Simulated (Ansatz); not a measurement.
Phonons of LaTe (Fm-3m)

```
CELL_PARAMETERS angstrom
0.00000 3.19712 3.19712
3.19712 0.00000 3.19712
3.19712 3.19712 0.00000
ATOMIC_POSITIONS crystal
La 0.00000 0.00000 0.00000
Te 0.50000 0.50000 0.50000
```

The conventional cell has a = 6.394 Å, b = 6.394 Å, c = 6.394 Å, α = 90.00°, β = 90.00°, γ = 90.00°. Around La (atom 1) lie 6 Te at 3.20 Å. Around Te (atom 2) lie 6 La at 3.20 Å.

Computed, not measured; unless marked otherwise by PBEsol, all-electron LAPW in Ansatz 0.2.0, scalar-relativistic. k mesh 10×10×10, Fermi-Dirac smearing of 0.100 eV, basis error target 1 meV/atom. The cell was relaxed by PAW under this functional.

Atoms are displaced by 0.01 Å in the smallest supercells that hold the wave vectors of a 2×2×2 mesh. Negative values stand for unstable modes.

Q: What are the phonon energies at the solved wave vectors, in cm⁻¹?

A: 

| q | point | modes (cm⁻¹) |
| --- | --- | --- |
| 0.000 0.000 0.000 | Gamma | 155.2 (×3) |
| 0.500 0.000 0.000 | L | 87.3, 99.1 (×2), 116.9 (×2), 123.1 |
| 0.500 0.500 0.000 | X | 44.9, 45.3 (×2), 146.2, 148.4 (×2) |

Q: Is the structure dynamically stable at these wave vectors?

A: Yes, no mode is unstable there; wave vectors off this mesh aren't tested.

Q: How do the optical zone-centre modes decompose, and which are active?

A: Point group m-3m: Γ_opt = T1u.

```json
{"label": "T1u", "cm⁻¹": "155.2", "activity": "IR", "mostly": "Te (52 %)"}
```

In a metal the activity is that of symmetry alone; free carriers screen the infrared modes.

Q: How well do frozen-core PAW files reproduce these all-electron values?

A: With a cutoff of 420 eV and displacements of 0.0025 Å, the r.m.s. difference over the modes is 0.0 cm⁻¹; the largest difference is 45.0 (PAW) against 44.9 cm⁻¹ (LAPW).

Q: The cell is scaled evenly to 63.399 and 67.320 Å³ (from 65.359), with free atoms relaxed and the shape held. What are the mode Grüneisen parameters γ = −d ln ω/d ln V?

A: For the highest mode, 163.9 cm⁻¹ in the small cell and 146.7 in the large one give γ ≈ 1.85. From the change of the dynamical matrix on each mode:

```csv
point,cm⁻¹,γ
Gamma,155.2,1.85
L,87.3,2.87
L,99.1,2.11
L,116.9,1.65
L,123.1,1.46
X,44.9,-0.62
X,45.3,-0.18
X,146.2,2.28
X,148.4,2.09
```

Weighted by the modes' heat capacities at 300 K, the mean on this mesh is 1.53; it moves with the q mesh, and a coarse one overweights the zone boundary. Rows under −0.05 (2 here) are modes that soften under compression and pull towards negative thermal expansion.

Known limits: responses of metals move with mesh and smearing; the frozen-core PAW files of the compared runs were fitted under PBE, their cores solved anew for this functional.
